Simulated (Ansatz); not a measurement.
Consider the following.

Cr3C2:
```xyz
10
Lattice="1.3937 -4.5575 0.0000 1.3937 4.5575 0.0000 0.0000 0.0000 6.8297" Properties=species:S:1:pos:R:3 pbc="T T T"
Cr     1.3937    -0.9048     1.7074
Cr     1.3937     0.9048     5.1223
Cr     1.3937    -3.2519     2.9372
Cr     1.3937     3.2519     3.8925
Cr     1.3937     3.2519     6.3520
Cr     1.3937    -3.2519     0.4776
C      1.3937     2.3113     1.7074
C      1.3937    -2.3113     5.1223
C      1.3937     0.0000     3.4148
C      1.3937     0.0000     0.0000
```

This is the PBEsol-relaxed structure.

**Question.** All from PBEsol in the plane-wave PAW code Ansatz, unless another level is named. Predict the bulk modulus (Birch–Murnaghan fit).

**Answer.** 335 GPa.

**Question.** Next, the highest zone-centre frequency?

**Answer.** 749 cm⁻¹.

Space group Cmcm. The workflow started from a Materials Project entry (that database holds measured and hypothetical structures alike); the Crystallography Open Database copy checked does not list it. COD files the formula under space group No. 62. Its standing as an ambient phase is unchecked. The PBEsol relaxation kept the symmetry of its start; whether a distortion lowers the energy is not shown. The run is not spin-polarised. As this level gives no gap, phonon frequencies hold no LO–TO term and depend on the k-mesh and smearing (Fermi–Dirac, 0.1 eV here).

Potentials: the later of the program's two PAW sets.
